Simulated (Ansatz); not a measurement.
# CoPd (R-3m): the held moment from field and pressure

The geometry is a structure from the Materials Project, held fixed and not relaxed.

Settings: PBEsol, 14×14×14 k mesh, Fermi–Dirac smearing of 0.1 eV. PAW means Ansatz 0.2.0 on its default frozen-core files. Site moments are integrated in spheres about the atoms.

The run was typed so:

```yaml
crystal:
  lattice:
    - [1.3459330638, 0.7770748167, 4.2939193827]
    - [-1.3459330638, 0.7770748167, 4.2939193827]
    - [0.0, -1.5541496334, 4.2939193827]
  atoms:
    - { symbol: Co, position: [0.0, 0.0, 0.0], spin: 2.0 }
    - { symbol: Pd, position: [0.5, 0.5, 0.5] }
magnetization:
  spin_polarized: true
kpoints:
  mp_grid: { grid: [14, 14, 14] }
scf:
  occupations: { method: fermi_dirac, width: 0.1 }
  lower_state_search: "off"
hamiltonian:
  xc: pbesol
  pseudopotentials: { kind: paw }
output:
  forces: true
  stress: true
  eigenvalues: true
  populations: true
  dos: { projected: true, de: 0.1, e_range: [-8, 5] }
  write_density: true
  write_potential: true
  elf: true
  volumetric_format: npy
```

Command: `ansatz run input.yaml --threads 1 --pin off --max-ram 3072MiB --backend cpu --events-out ev --progress --plain --runs-dir out`

The free run ends with 2.16 μB per cell. Further runs hold the cell's moment M by two Fermi levels; B is half their difference over μB, positive where the field raises M. Some of them:

| M (μB/cell) | B (T) | ΔF over the free run (meV/cell) | pressure (GPa) |
| --- | --- | --- | --- |
| 0.54 | -2424 | 354.0 | -14.3 |
| 2.37 | 2670 | 16.9 | -9.1 |
| 2.91 | 11603 | 238.4 | -6.3 |

Question: Another run of the series gave B (T) = -4336, ΔF over the free run (meV/cell) = 246.2, pressure (GPa) = -12.9. Which moment was held?
A. 2.59
B. 1.51
C. 1.08
D. 1.83

Answer: C. M (μB/cell) = 1.08.

Question: Another run of the series gave B (T) = -4882, ΔF over the free run (meV/cell) = 128.8, pressure (GPa) = -11.6. Which moment was held?
A. 1.08
B. 2.59
C. 1.51
D. 1.83

Answer: C. M (μB/cell) = 1.51.

The whole series:

```json
{"M (μB/cell)": "0.54", "B (T)": "-2424", "ΔF over the free run (meV/cell)": "354.0", "pressure (GPa)": "-14.3"}
{"M (μB/cell)": "1.08", "B (T)": "-4336", "ΔF over the free run (meV/cell)": "246.2", "pressure (GPa)": "-12.9"}
{"M (μB/cell)": "1.51", "B (T)": "-4882", "ΔF over the free run (meV/cell)": "128.8", "pressure (GPa)": "-11.6"}
{"M (μB/cell)": "1.83", "B (T)": "-3992", "ΔF over the free run (meV/cell)": "43.9", "pressure (GPa)": "-10.7"}
{"M (μB/cell)": "2.37", "B (T)": "2670", "ΔF over the free run (meV/cell)": "16.9", "pressure (GPa)": "-9.1"}
{"M (μB/cell)": "2.59", "B (T)": "6055", "ΔF over the free run (meV/cell)": "71.0", "pressure (GPa)": "-8.1"}
{"M (μB/cell)": "2.91", "B (T)": "11603", "ΔF over the free run (meV/cell)": "238.4", "pressure (GPa)": "-6.3"}
```

The PAW files were made with PBE; the program remakes their cores once for the run's functional and then keeps them frozen. The Ansatz runs typed with the search for lower states off end where their start leads. None of this fixes the real material's magnetic order: only patterns that fit the cell were computed, at zero temperature, with a functional that can overstate moments.
